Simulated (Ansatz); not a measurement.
Loss of H2O from CdH4C6INO2 with H2O

Method: DFT PBE+D3(BJ), scalar-relativistic, plane waves, PAW (Ansatz 0.2.0).

Cutoff 420 eV; k points 4×4×4 on the computed 36-atom cell (Γ-centred); Gaussian smearing, width 0.02 eV; no spin polarisation for the host; each changed cell takes a mesh and smearing chosen by its own gap and starts from the host's moments or customary ones, or runs without spin. Cells and atoms are relaxed to the nearest stationary point that keeps the symmetry of their start (forces under 0.02 to 0.04 eV/Å, stress under 0.1 to 0.2 GPa); energies are at zero smearing, without zero-point or thermal terms.

Relaxed crystal, with 2 H2O in the cell:

```
Cd H C I N O
1.0
     7.39381   -0.05102    0.02066
    -3.31047    7.36224   -0.04839
    -0.24093   -2.61854    8.60223
Cd H C I N O
2 12 12 2 2 6
Direct
  0.29200 0.88488 0.13593
  0.70800 0.11512 0.86407
  0.87677 0.82351 0.12272
  0.12323 0.17649 0.87728
  0.85681 0.62073 0.02736
  0.14319 0.37927 0.97264
  0.21092 0.58204 0.55556
  0.78908 0.41796 0.44444
  0.17852 0.30974 0.65753
  0.82148 0.69026 0.34247
  0.23141 0.03907 0.48280
  0.76859 0.96093 0.51720
  0.33652 0.29053 0.12699
  0.66348 0.70947 0.87301
  0.28294 0.60979 0.26603
  0.71706 0.39021 0.73397
  0.27261 0.45506 0.33277
  0.72739 0.54494 0.66723
  0.23056 0.46062 0.48426
  0.76944 0.53938 0.51574
  0.21413 0.31075 0.54070
  0.78587 0.68925 0.45930
  0.24149 0.15980 0.44454
  0.75851 0.84020 0.55546
  0.29969 0.29937 0.24466
  0.70031 0.70063 0.75534
  0.74052 0.07535 0.17040
  0.25948 0.92465 0.82960
  0.28372 0.15484 0.29897
  0.71628 0.84516 0.70103
  0.27509 0.57933 0.11779
  0.72491 0.42067 0.88221
  0.29797 0.76431 0.35639
  0.70203 0.23569 0.64361
  0.93421 0.73308 0.12044
  0.06579 0.26692 0.87956
```

Cases: (1) atoms 3, 4, 5, 6, 35, 36 removed; (2) atoms 3, 5, 35 removed.

Question: What does it cost to move each H2O into the gas, before and after the rest relaxes?

Answer:
| case | H2O removed | left | frozen (eV each) | relaxed (eV each) | relaxed (kJ/mol) | ΔV (%) | space group | gap (eV) |
| --- | --- | --- | --- | --- | --- | --- | --- | --- |
| 1 | 2 | CdH4C6INO2 | 1.07 | 0.81 | 78 | -9.2 | P-1 | 3.02 |
| 2 | 1 | Cd2H10C12I2N2O5 | 1.13 | 0.92 | 89 | -1.3 | P1 | 3.01 |

The emptied cells are the nearest stationary points found and need not be the stable phases of those compositions.

Spin-orbit coupling is left out.

Cost: 3 runs of about 65 core-minutes in all, on Arm Neoverse V1 (shared hosts).